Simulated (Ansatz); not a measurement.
# Wurtzite alloy of GaN and ZnO (6 of 48 Ga sites, 6 of 48 N sites exchanged), 96 atoms

Ansatz, PAW, plane waves. PBEsol relaxation of cell lengths and atoms (angles held) at the single k point (¼, ¼, ¼) without its symmetry partners; single points on the relaxed atoms at the single k point (¼, ¼, ¼) without its symmetry partners, onto which points of the small cell's zone fold. Arrangement: random. No spin–orbit coupling unless named.

Relaxed structure:

```xyz
96
Lattice="9.5732 0.0000 0.0000 0.0000 11.0739 0.0000 0.0000 0.0000 10.3978" Properties=species:S:1:pos:R:3 pbc="T T T"
Ga    1.5992    0.8901    2.5776
Ga    1.6154    0.9130    7.8113
Ga    9.5705    3.7013    2.5807
Ga    0.0733    3.6426    7.8352
Ga    4.7746    0.8981    2.5741
Ga    4.7672    0.9145    7.7943
Ga    3.2026    3.6780    2.5897
Ga    3.2230    3.6858    7.8121
Ga    1.6166    6.4631    2.4757
Ga    1.6680    6.4197    7.8478
Ga    0.0360    9.2448    2.5866
Ga    7.9743    0.9224    2.5014
Ga    7.9646    0.9228    7.8162
Ga    6.3757    3.6966    2.5948
Ga    6.2831    3.6548    7.8393
Ga    4.7883    6.4690    2.5961
Ga    4.7708    6.4509    7.8256
Ga    3.1709    9.2399    7.8129
Ga    7.9715    6.4813    2.5969
Ga    7.9458    6.4976    7.7884
Ga    6.3604    9.2300    2.5912
Ga    6.3821    9.2709    7.7576
Ga    0.0610    1.8724    5.2070
Ga    0.0196    1.8249   10.3945
Ga    3.1842    1.8550    5.1810
Ga    3.1659    1.8355   10.3934
Ga    1.6292    4.5383    5.2058
Ga    1.6147    4.6168   10.3947
Ga    9.5382    7.4011    5.1317
Ga    6.3070    1.8836    5.2102
Ga    6.3631    1.8326    0.0099
Ga    4.7747    4.6361    0.0040
Ga    3.2837    7.4480    5.2091
Ga    3.2065    7.3822   10.3969
Ga    1.6239   10.1577    5.2091
Ga    7.9598    4.5966    5.1214
Ga    7.9758    4.5611    0.0156
Ga    6.3496    7.3939    5.1787
Ga    4.7633   10.1465    5.1974
Ga    4.7004   10.1747    0.0194
Ga    7.9710   10.0857    5.2296
Ga    8.0417   10.1633    0.0314
Zn    0.0196    9.4033    7.8789
Zn    3.1763    9.2332    2.5760
Zn    0.0949    7.4390    0.0711
Zn    4.7819    4.6194    5.1961
Zn    1.5625   10.1207    0.0141
Zn    6.3245    7.3642    0.0595
N     9.5610    1.8688    1.9716
N     9.5440    1.8585    7.1356
N     3.1914    1.8417    1.9506
N     3.1990    1.8648    7.1362
N     1.5898    4.5992    1.9639
N     1.5891    4.6092    7.1394
N     0.0024    7.3708    2.0922
N     6.3825    1.8564    1.9700
N     6.3880    1.8623    7.1456
N     4.7984    4.6059    1.9582
N     4.7981    4.6285    7.2025
N     3.2025    7.3167    1.9408
N     3.1740    7.3769    7.1377
N     1.5483   10.1832    2.0023
N     1.6447   10.1909    7.1300
N     7.9773    4.6365    1.9498
N     6.4022    7.3912    2.0136
N     6.3966    7.4000    7.1714
N     4.8477   10.1776    1.9183
N     4.7882   10.1553    7.1626
N     7.9681   10.1538    1.9926
N     7.9215   10.2072    7.1241
N     1.5748    0.9262    4.5520
N     1.5871    0.9859    9.7242
N     9.5663    3.7067    4.5653
N     9.5636    3.6999    9.7503
N     4.7894    0.9163    4.5453
N     4.7821    0.9288    9.7406
N     3.1492    3.6670    4.5197
N     3.1973    3.6791    9.7636
N     1.6266    6.4163    9.7380
N     0.0019    9.2253    4.5973
N     9.4663    9.1977    9.7648
N     7.9603    0.9346    9.7681
N     6.4464    3.6447    4.5373
N     6.3874    3.6832    9.7637
N     4.7847    6.5034    4.5397
N     4.7708    6.4357    9.7356
N     3.1841    9.2340    4.6044
N     3.2431    9.1835    9.7246
N     7.9721    6.4405    4.6120
N     6.3822    9.2504    4.5611
O     0.0029    7.1968    7.0833
O     7.9803    4.6174    7.1678
O     1.5931    6.4464    4.5931
O     7.9910    0.9206    4.5478
O     7.9723    6.3373    9.6514
O     6.3793    9.3180    9.7144
```

Task: What are the mean bond lengths by pair (pairs within 1.2 times the sum of covalent radii, less contacts 15 % beyond the pair's median; cation–cation pairs of compounds aside; long ionic contacts are cut short by that bound)?

Result: Ga–N 1.938 ± 0.030 Å (standard deviation, 148 bonds); Ga–O 2.002 ± 0.057 Å (standard deviation, 20 bonds); N–Zn 1.994 ± 0.042 Å (standard deviation, 20 bonds); O–Zn 2.125 ± 0.040 Å (standard deviation, 3 bonds).

Task: What gap lies between the top filled and the lowest empty level in the single points?

Result: r²SCAN 2.32 eV (19 s on NVIDIA H100). Away from Γ this isn't the crystal's band gap.
